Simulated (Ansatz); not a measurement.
MgIn2O4:
```xyz
14
Lattice="-3.1197 3.1800 4.4257 3.1197 -3.1800 4.4257 3.1197 3.1800 -4.4257" Properties=species:S:1:pos:R:3 pbc="T T T"
Mg     1.5599     1.5900     2.2129
Mg    -1.5599     1.5900     2.2129
In     0.0000     4.7699     1.1658
In     3.1197    -1.5900     3.2599
In     3.1197     0.0000     0.0000
In     0.0000     0.0000     4.4257
O      3.1197     0.1568     2.1489
O      0.0000     3.0231     2.2768
O      3.1197     3.0231     2.1489
O      0.0000     0.1568     2.2768
O      1.6458     1.5900     0.1055
O      1.4739     1.5900     4.3202
O      4.5936     1.5900     0.1055
O     -1.4739     1.5900     4.3202
```

x, y and z are the axes in which the lattice vectors are written.

Task: Give the high-frequency dielectric tensor and the Born effective charge tensors of the independent atoms from DFPT, the program Ansatz at the PBEsol level (PAW).

Result: 
ε∞:
```
4.45  0.00  0.00
0.00  4.58  0.00
0.00  0.00  4.53
```
Z* of atom 1 (Mg), rows: field, columns: displacement, in e:
```
 2.04   0.00  -0.14
 0.00   2.30   0.00
-0.19   0.00   2.16
```
Z* of atom 3 (In), rows: field, columns: displacement, in e:
```
3.29  0.00  0.00
0.00  2.83  0.00
0.00  0.00  3.09
```
Z* of atom 5 (In), rows: field, columns: displacement, in e:
```
 3.00   0.00   0.00
 0.00   3.36  -0.27
 0.00  -0.26   3.17
```
Z* of atom 7 (O), rows: field, columns: displacement, in e:
```
-1.67   0.00   0.00
 0.00  -2.21   0.39
 0.00   0.37  -2.24
```
Z* of atom 11 (O), rows: field, columns: displacement, in e:
```
-2.49   0.00  -0.39
 0.00  -2.04   0.00
-0.41   0.00  -1.97
```

Space group Imma. The workflow started from a Materials Project entry (that database holds measured and hypothetical structures alike); the Crystallography Open Database copy checked does not list it. With Mg and In taken as one species the cell has the higher symmetry Fd-3m, so it may be an ordered model of a mixed-site phase. Whether it is the stable phase at ambient conditions was not checked. The cell was relaxed with PBEsol under the symmetry of its start; whether a distortion lowers the energy is not shown. Spin–orbit coupling is left out wherever it is not named.

Potentials: the later of the program's two PAW sets.
